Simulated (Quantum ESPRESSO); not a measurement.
# Kohn-Sham bands of PbSe (rock salt)

```
CELL_PARAMETERS angstrom
      0.00000     3.09083     3.09083
      3.09083     0.00000     3.09083
      3.09083     3.09083     0.00000
ATOMIC_POSITIONS crystal
  Pb 0.00000 0.00000 0.00000
  Se 0.50000 0.50000 0.50000
```

Materials Project entry mp-2201; symmetrised, unrelaxed at this level. COD (Crystallography Open Database) has an entry of this formula and space group (matched by these alone). Computed values, not measurements, from PBE: Quantum ESPRESSO (norm-conserving PseudoDojo potentials, cutoff 69 Ry, no spin polarisation, no spin-orbit coupling) on a Γ-centred 10×10×10 mesh, then Wannier90. Density: 10×10×10 mesh, cold smearing 0.01 Ry. Spin-orbit coupling is left out although heavy elements are present.

**Question.** List the Kohn-Sham levels between −8 and 3.4 eV relative to the valence-band maximum at the high-symmetry points, as a band run of pw.x on that density gives them (levels within 2 meV counted together).

**Answer.** 
```
point  k (reciprocal lattice)                        levels (eV)
-----  ----------------------  ---------------------------------
Γ           0.000 0.000 0.000                  -6.33, -1.72 (×3)
X           0.500 0.000 0.500           -7.32, -4.71, -3.03 (×2)
U           0.625 0.250 0.625         -7.91, -4.32, -2.54, -2.25
K           0.375 0.375 0.750         -7.91, -4.32, -2.54, -2.25
L           0.500 0.500 0.500  -1.33 (×2), 0.00, 0.39, 1.78 (×2)
W           0.500 0.250 0.750     -7.89, -3.99 (×2), -0.71, 1.93
```
